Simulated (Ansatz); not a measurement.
Y (hcp (Mg type), space group No. 194) at seven volumes, r²SCAN+D4 in the plane-wave PAW code Ansatz, shape and atoms relaxed at each. One row is withheld.

```csv
V (Å³/atom),P (GPa)
30.229,?
31.226,2.82
32.222,1.33
33.219,0.00
34.215,-1.17
35.212,-2.21
36.209,-3.11
```

**Question.** Fit the shown pressures and predict the withheld one.

**Answer.** P = (3/2)B₀(x^(7/2) − x^(5/2))[1 + (3/4)(B′ − 4)(x − 1)] with x = (V₀/V)^(2/3). Least squares on the six rows gives V₀ = 33.219 Å³/atom, B₀ = 41.4 GPa, B′ = 3.14. At V = 30.229, x = 1.0649 and P = 4.52 GPa. The run itself gave 4.51 GPa.

Space group P6_3/mmc (hcp (Mg type)). Symmetry was held in the r²SCAN+D4 relaxation. The run is not spin-polarised. The pairwise dispersion correction was not fitted to metals.

Potentials: the later of the program's two PAW sets.
